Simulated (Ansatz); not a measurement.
A trial cell of GaP4, before relaxation:

```cif
data_structure
_symmetry_space_group_name_H-M 'Cmmm'
_symmetry_Int_Tables_number 65
_cell_length_a 4.5963
_cell_length_b 7.1109
_cell_length_c 6.4209
_cell_angle_alpha 90.000
_cell_angle_beta 90.000
_cell_angle_gamma 90.000
_cell_volume 209.86
loop_
_atom_site_label
_atom_site_type_symbol
_atom_site_symmetry_multiplicity
_atom_site_Wyckoff_symbol
_atom_site_fract_x
_atom_site_fract_y
_atom_site_fract_z
_atom_site_occupancy
Ga1 Ga 2 b 0.50000 0.00000 0.00000 1
P1 P 8 n 0.50000 0.70463 0.67740 1
```

Theory: DFT PBE, scalar-relativistic, plane waves, PAW (Ansatz). Cutoff 420 eV, Gaussian smearing, Γ-centred meshes. Cell and atoms relax first on a coarse mesh and then on a finer one. In between, the cell is made exact in the group found at 0.06 Å. In metals the finer mesh still leaves noise of several meV/atom or more. The steps can't lower the symmetry of their start. No spin polarisation.

A guess keeps its type if space group and coordination stay and the shape of the cell changes little (axis ratios within about 15 %, angles within 6°); the volume may change.

Question: Will the relaxed cell still be of the starting type?

Answer: It doesn't keep its type. The symmetry stays Cmmm (No. 65). The volume per atom shrinks by 15.8 %, from 21.0 to 17.7 Å³. The shortest distance goes from 2.28 Å (P–P) to 2.32 Å (P–P). Counting neighbours within 15 % of an atom's shortest distance, the start has Ga 4, P 3 and the end Ga 4, P 4. In detail, at the end around Ga lie 4 P at 2.73 Å; P is surrounded by 4 P at 2.32–2.46 Å, 1 Ga at 2.73 Å and 1 P at 2.79 Å.

```cif
data_structure
_symmetry_space_group_name_H-M 'Cmmm'
_symmetry_Int_Tables_number 65
_cell_length_a 4.9040
_cell_length_b 5.1073
_cell_length_c 7.0585
_cell_angle_alpha 90.000
_cell_angle_beta 90.000
_cell_angle_gamma 90.000
_cell_volume 176.79
loop_
_atom_site_label
_atom_site_type_symbol
_atom_site_symmetry_multiplicity
_atom_site_Wyckoff_symbol
_atom_site_fract_x
_atom_site_fract_y
_atom_site_fract_z
_atom_site_occupancy
Ga1 Ga 2 b 0.50000 0.00000 0.00000 1
P1 P 8 n 0.50000 0.72692 0.66698 1
```

The last run used a 10×10×6 mesh (in the run's order of axes) for its 5-atom cell and Gaussian smearing of 0.10 eV. An odd number of electrons in the primitive cell allows no gap without spin; a larger cell or a magnetic state could open one. The cell is a metal run without spin; a magnetic state may lie lower. Symmetry constrained the relaxation, so the result can be a saddle point.
